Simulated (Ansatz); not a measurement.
K$_{2}$NaGaP$_{2}$:
```
K2NaGaP2
1.0
   -3.28428     7.19068     3.17154
    3.28428    -7.19068     3.17154
    3.28428     7.19068    -3.17154
K Na Ga P
4 2 2 4
Direct
  0.67426   0.74665   0.42091
  0.32574   0.25335   0.57909
  0.82574   0.24665   0.07239
  0.17426   0.75335   0.92761
  0.75000   0.75000   0.00000
  0.25000   0.25000   0.00000
  0.25000   0.75000   0.50000
  0.75000   0.25000   0.50000
  0.90734   0.69909   0.60643
  0.09266   0.30091   0.39357
  0.59266   0.19909   0.79174
  0.40734   0.80091   0.20826
```

Relaxed with PBEsol. Special points in fractions of this cell's reciprocal vectors: Γ (0.000, 0.000, 0.000); X (0.500, -0.500, 0.500); F0 (0.302, -0.302, 0.698); Σ0 (-0.302, 0.302, 0.302); Λ0 (0.299, 0.299, -0.299); G0 (0.701, -0.299, 0.299); R (0.000, 0.500, 0.000); W (0.250, 0.250, 0.250); S (0.500, 0.000, 0.000); T (0.000, 0.000, 0.500).

**Question.** List the band energies nearest the valence-band maximum at these points for the program Ansatz at the PBEsol level (PAW).

**Answer.** In eV from the valence-band maximum; about four levels below and three above (degenerate sets whole), none deeper than 8.9 eV; points with the same levels are listed once.

```
k                     below                above
--  -----------------------  -------------------
Γ    -0.34 -0.29 -0.17 0.00       1.42 1.83 2.35
X   -1.17 -0.29 -0.15 -0.04       1.73 2.75 2.90
F0  -0.65 -0.61 -0.34 -0.04       2.37 2.51 2.86
Λ0  -0.90 -0.79 -0.18 -0.17       1.54 2.72 2.82
R   -0.53 -0.53 -0.32 -0.32  1.68 1.68 2.86 2.86
W   -0.57 -0.57 -0.32 -0.32  1.67 1.67 2.86 2.86
S   -0.87 -0.87 -0.14 -0.14  2.00 2.00 3.09 3.09
T   -0.91 -0.38 -0.36 -0.04       2.54 2.63 2.84
```

Space group Ibam. The workflow started from a Materials Project entry (that database holds measured and hypothetical structures alike); the Crystallography Open Database files this formula in space group No. 72, but the cells were not matched. Its standing as an ambient phase is unchecked. Symmetry was held in the PBEsol relaxation; whether a distortion lowers the energy is not shown. Spin–orbit coupling is left out wherever it is not named.

Potentials: the later of the program's two PAW sets.
